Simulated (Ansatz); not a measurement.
Rb$_{2}$ScInCl$_{6}$ in space group Fm-3m (No. 225; Rb on 8c, Sc on 4a, In on 4b, Cl on 24e), DFT-r²SCAN in the program Ansatz with PAW potentials. The conduction-band minimum lies at L, with 4 equivalent valleys. Second derivatives d²E/dk² of the lowest band at one valley (eV·Å²), along Cartesian directions:

```csv
direction,d²E/dk²
[100],4.488
[010],4.488
[001],4.488
[110],3.271
[101],5.709
[011],5.709
```

Q: Find the principal effective masses, the density-of-states mass and the conductivity mass.

A: Off-diagonal terms follow from H_xy = H[110] − (H_xx + H_yy)/2, and m*/mₑ = 7.620 eV·Å² over each eigenvalue: 1.3, 1.3, 3.7. One valley's DOS mass (m₁m₂m₃)^(1/3) = 1.9, conductivity mass 3/(Σ 1/mᵢ) = 1.7 mₑ.

Q: What effective density of states Nc follows at 300 K for parabolic valleys?

A: Nc = 2.509e19 × 4 × (1.9)^(3/2) ≈ 2.6e20 cm⁻³.

The workflow started from a Materials Project entry (that database holds measured and hypothetical structures alike); the Crystallography Open Database copy checked does not list it. Its standing as an ambient phase is unchecked. The cell was relaxed with r²SCAN under the symmetry of its start; its stability against distortions is not shown here. No spin polarisation was allowed. Scalar-relativistic: spin–orbit coupling is off unless named, which matters more the heavier the elements.

Potentials: the later of the program's two PAW sets.

Edges and masses are those of Kohn–Sham bands, whose gap is no quasiparticle gap.
